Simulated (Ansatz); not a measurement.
Relaxed-ion elastic tensor of InAs (zinc blende, F-43m) in GPa (Voigt order), DFT-r²SCAN in the program Ansatz with PAW potentials; density 5.53 g/cm³, 28.48 Å³ per atom.

```tsv
	1	2	3	4	5	6
1	83.1	45.2	45.2	0.0	0.0	0.0
2	45.2	83.1	45.2	0.0	0.0	0.0
3	45.2	45.2	83.1	0.0	0.0	0.0
4	0.0	0.0	0.0	37.9	0.0	0.0
5	0.0	0.0	0.0	0.0	37.9	0.0
6	0.0	0.0	0.0	0.0	0.0	37.9
```

Problem. Is the crystal mechanically stable?

Solution. Yes: the smallest eigenvalue of C is 37.9 GPa.

Problem. Work out the Voigt, Reuss and Hill averages.

Solution. K_V = 57.8, K_R = 57.8, K_H = 57.8; G_V = 30.3, G_R = 27.1, G_H = 28.7 GPa.

Problem. Give Young's modulus, Poisson's ratio, Pugh's ratio and the universal anisotropy index.

Solution. E = 9KG/(3K + G) = 73.9 GPa; ν = 0.29; K/G = 2.01 (ductile by the Pugh limit of 1.75); A_U = 5G_V/G_R + K_V/K_R − 6 = 0.60.

Problem. Estimate the sound speeds and the Debye temperature.

Solution. v_l = √((K + 4G/3)/ρ) = 4170 m/s, v_t = √(G/ρ) = 2280 m/s, mean 2540 m/s; Θ = (h/k)(3n/4πV)^(1/3) v_m = 248 K.

Problem. Give the Zener ratio and Young's modulus along [100], [110] and [111].

Solution. A = 2C44/(C11 − C12) = 2.00; 1/E = S11 − 2(S11 − S12 − S44/2)Γ with Γ = 0, 1/4, 1/3 gives 51.3, 77.4, 93.3 GPa.

Problem. Solve the Christoffel equation for the three sound speeds along [100], [110], [111].

Solution. Eigenvalues of C_ijkl n_j n_l equal ρv². In km/s, slowest first: [100] 2.62, 2.62, 3.88; [110] 1.85, 2.62, 4.29; [111] 2.14, 2.14, 4.43.

The cell was relaxed with r²SCAN under the symmetry of its start.

Potentials: the earlier of the program's two PAW sets.
